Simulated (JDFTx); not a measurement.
Ag(100) slab cut from bulk Ag (space group Fm-3m, indices of the conventional cell, lattice of the Materials Project entry mp-124, not re-optimised): 4 atoms in 4 planes, a 1x1 cell of 8.42 Å² (|a| = 2.902, |b| = 2.902 Å), 6.2 Å between the outermost planes, cell height 22.2 Å, 8×8×1 k mesh, Fermi smearing 0.01 Ha, no spin polarisation.

Level of theory: PBE, GBRV ultrasoft potentials, plane waves to 20/100 Ha; code: JDFTx (a modified build). Liquid: linear PCM (GLSSA13), water, 1 M KCl. The neutral cell holds 76 valence electrons and has two faces of 8.423 Å² each. Last filling lines of the neutral and of a charged run (μ in hartree, zero in the bulk liquid):

```
FillingsUpdate:  mu: -0.148441697  nElectrons: 76.000000
FillingsUpdate:  mu: -0.115393000  nElectrons: 76.142512
```

A calculation by hand: both potentials, by the convention U = −μ/e − 4.44 V vs SHE, the surface charge density and the mean capacitance.

U_pzc = 0.14844 × 27.2114 − 4.44 = -0.40 V; U = 0.11539 × 27.2114 − 4.44 = -1.30 V. The cell has 0.1425 excess electrons, a net charge of -0.1425 e, shared by two faces: σ = -0.1425 e / (2 × 8.423 Å²) = -0.00846 e/Å² = -13.6 μC/cm² (1 e/Å² = 1602.18 μC/cm²). C = σ/(U − U_pzc) = -13.6/-0.90 ≈ 15 μF/cm².
